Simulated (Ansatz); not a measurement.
Cs2PdCl4:
```
CELL_PARAMETERS angstrom
      7.52687     0.00000     0.00000
      0.00000     7.52687     0.00000
      0.00000     0.00000     4.65567
ATOMIC_POSITIONS crystal
  Cs 0.00000 0.50000 0.50000
  Cs 0.50000 0.00000 0.50000
  Pd 0.00000 0.00000 0.00000
  Cl 0.21827 0.21827 0.00000
  Cl 0.78173 0.78173 0.00000
  Cl 0.78173 0.21827 0.00000
  Cl 0.21827 0.78173 0.00000
```

Relaxed with r²SCAN. Special points in fractions of this cell's reciprocal vectors: Γ (0.000, 0.000, 0.000); X (0.000, 0.500, 0.000); M (0.500, 0.500, 0.000); Z (0.000, 0.000, 0.500); R (0.000, 0.500, 0.500); A (0.500, 0.500, 0.500).

List the band energies nearest the valence-band maximum at these points for DFT-r²SCAN with spin–orbit coupling in the program Ansatz with PAW potentials.

In eV from the valence-band maximum; about four levels below and three above (degenerate sets whole), none deeper than 8.9 eV; points with the same levels are listed once.

```csv
k,below,above
Γ,-0.18 -0.18 -0.09 -0.09,2.33 2.33 4.48 4.48
X,-0.15 -0.15 -0.05 -0.05,2.17 2.17 5.56 5.56
M,-0.11 -0.11 0.00 0.00,1.91 1.91 6.01 6.01 6.01 6.01
Z,-0.08 -0.08 -0.05 -0.05,2.35 2.35 4.82 4.82
R,-0.13 -0.13 -0.06 -0.06,2.18 2.18 5.31 5.31
A,-0.17 -0.17 -0.08 -0.08,1.93 1.93 5.68 5.68
```

Space group P4/mmm. The workflow started from a Materials Project entry (that database holds measured and hypothetical structures alike); the Crystallography Open Database files this formula in space group No. 123, but the cells were not matched. Its standing as an ambient phase is unchecked. The r²SCAN relaxation kept the symmetry of its start; its stability against distortions is not shown here. The run is not spin-polarised.

Potentials: the later of the program's two PAW sets.
